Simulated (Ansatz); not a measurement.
Here is the system:

TiN:
```xyz
2
Lattice="0.0000 2.1162 2.1162 2.1162 0.0000 2.1162 2.1162 2.1162 0.0000" Properties=species:S:1:pos:R:3 pbc="T T T"
Ti     2.1162     2.1162     2.1162
N      0.0000     0.0000     0.0000
```

This is the r²SCAN-relaxed structure.

**Question.** All from r²SCAN in the plane-wave PAW code Ansatz, unless another level is named. Predict the electronic character.

**Answer.** metallic (no gap).

**Question.** Next, the formation energy from the elements (no fitted shifts)?

**Answer.** -1.93 eV/atom.

**Question.** And the density of states at the Fermi level?

**Answer.** 0.41 states/eV per atom (mean over ±0.08 eV).

Space group Fm-3m (rock salt). The r²SCAN relaxation kept the symmetry of its start. No spin polarisation was allowed. The volume moved by -36 % from the start of the relaxation. With an odd number of electrons in the cell and no spin polarisation, the count alone makes it a metal. The references are the lowest solids computed at this level, not always the standard phases (solids in place of the gases).

Potentials: the later of the program's two PAW sets.
